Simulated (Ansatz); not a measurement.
Cr₂SiC:
```cif
data_C2Cr4Si2
_chemical_formula_sum 'Cr4 Si2 C2'
_space_group_name_H-M_alt 'P63/mmc'
_space_group_IT_number 194
_space_group_name_Hall '-P 6c 2c'
_cell_length_a 2.83492
_cell_length_b 2.83492
_cell_length_c 11.82584
_cell_angle_alpha 90.000
_cell_angle_beta 90.000
_cell_angle_gamma 120.000
loop_
_atom_site_label
_atom_site_type_symbol
_atom_site_symmetry_multiplicity
_atom_site_Wyckoff_symbol
_atom_site_fract_x
_atom_site_fract_y
_atom_site_fract_z
_atom_site_occupancy
Cr1 Cr 4 f 0.33333 0.66667 0.08970 1
Si1 Si 2 d 0.66667 0.33333 0.25000 1
C1 C 2 a 0.00000 0.00000 0.00000 1
```
The run is spin-polarised, in the one order tried: ferromagnetic.

Relaxed at zero pressure with plane-wave PAW PBEsol (Ansatz code).

### Question
The volume is lowered by 9 % and shape and atoms relax at that volume. What pressure results, and how do the axes share the change?

### Answer
26.1 GPa; a -3.9 %, b -3.9 %, c -1.5 %; the energy rises by 70 meV/atom.

### Question
Give the new structure.

### Answer

Space group P6₃/mmc (No. 194); a = b = 2.7251 Å, c = 11.6465 Å, α = β = 90.00°, γ = 120.00°

```
atom  site  symmetry       x       y       z
----  ----  --------  ------  ------  ------
Cr      4f       3m.  0.3333  0.6667  0.0929
Si      2d      -6m2  0.6667  0.3333  0.2500
C       2a      -3m.  0.0000  0.0000  0.0000
```

The phase is kept; no other phase was compared at this pressure.

Space group P6_3/mmc. The first step of the workflow began from a Materials Project structure, measured or hypothetical; the Crystallography Open Database copy checked does not list it. Its standing as an ambient phase is unchecked. The PBEsol relaxation kept the symmetry of its start; its stability against distortions is not shown here. Magnetic state: ferromagnetic, the only order run, not a proven ground state.

Potentials: the later of the program's two PAW sets.
